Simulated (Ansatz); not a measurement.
YAu (Pm-3m); total moment held at 0.5 μB.

```xyz
2
Lattice="3.5590 0.0000 0.0000 0.0000 3.5590 0.0000 0.0000 0.0000 3.5590" Properties=species:S:1:pos:R:3 pbc="T T T"
Y     1.7795    1.7795    1.7795
Au    0.0000    0.0000    0.0000
```

Geometry: a structure as deposited in COD; nothing is relaxed.

Settings: LDA, 9×9×9 k mesh, Fermi–Dirac smearing of 0.08 eV. AE-PAW is all-electron PAW in Ansatz 0.2.0 on datasets made for the crystal. Site moments are integrated in spheres about the atoms. Start moments (μB): Y1 0.5.

Iteration by iteration:

```csv
iteration,Harris–Foulkes energy less the last (meV),density residual (eV),M (μB),∫|m| (μB)
1,-8573.758,8.1e+01,0.5000,0.5006
2,-903.626,6.3e+00,0.5000,0.5000
3,371.733,6.4e-01,0.5000,0.5000
4,40.133,5.1e-01,0.5000,0.5000
5,-27.468,1.6e-01,0.5000,0.5000
6,-2.107,2.0e-02,0.5000,0.5000
7,-1.414,6.3e-03,0.5000,0.5000
8,-0.504,2.2e-03,0.5000,0.5000
9,-0.024,1.1e-04,0.5000,0.5000
10,-0.002,9.6e-06,0.5000,0.5000
11,0.000,1.6e-08,0.5000,0.5000
12,0.000,9.1e-09,0.5000,0.5000
```

Site moments (μB): Y1 0.18, Au2 0.10. Cell moment 0.50 μB.

The Ansatz runs typed with the search for lower states off end where their start leads. Spin–orbit coupling is left out although heavy atoms are present. None of this fixes the real material's magnetic order: only patterns that fit the cell were computed, at zero temperature, with a functional that can overstate moments.
